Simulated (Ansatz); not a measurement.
Space group P-3m1 (No. 164). a = 2.845 Å, b = 2.845 Å, c = 13.366 Å, α = 90.00°, β = 90.00°, γ = 120.00°
| atom | site | symmetry | x | y | z |
| --- | --- | --- | --- | --- | --- |
| Al | 1a | -3m. | 0.0000 | 0.0000 | 0.0000 |
| Al | 2d | 3m. | 0.3333 | 0.6667 | 0.8251 |
| Al | 2d | 3m. | 0.6667 | 0.3333 | 0.6508 |
| Cu | 1b | -3m. | 0.0000 | 0.0000 | 0.5000 |

Equation of state of this Al5Cu structure (not necessarily the ground state), with shape and atoms relaxed at each volume where symmetry leaves them free. It has no gap at any of these volumes. Level of theory: Ansatz 0.2.0, DFT PBE, scalar-relativistic, plane waves, PAW.

Cutoff 420 eV; k points 18×18×4 on the computed 6-atom cell (Γ-centred); Gaussian smearing, width 0.10 eV; no spin polarisation.

| V (Å³/atom) | E − E(largest V) (meV/atom) | P (GPa) |
| --- | --- | --- |
| 13.737 | 41.69 | 14.65 |
| 14.205 | 5.89 | 10.02 |
| 14.674 | -17.49 | 6.11 |
| 15.142 | -30.38 | 2.81 |
| 15.610 | -34.41 | 0.03 |
| 16.079 | -30.95 | -2.33 |
| 16.547 | -21.17 | -4.31 |
| 17.171 | 0.00 | -6.46 |

Question: Fit a third-order Birch–Murnaghan equation, E = E0 + (9V0B0/16)·[(x − 1)³B0' + (x − 1)²(6 − 4x)] with x = (V0/V)^(2/3), to E(V).

Answer: V0 = 15.62 Å³/atom, B0 = 85 GPa, B0' = 4.6.

The cell was found from a structure generator's guess, not taken from experiment.
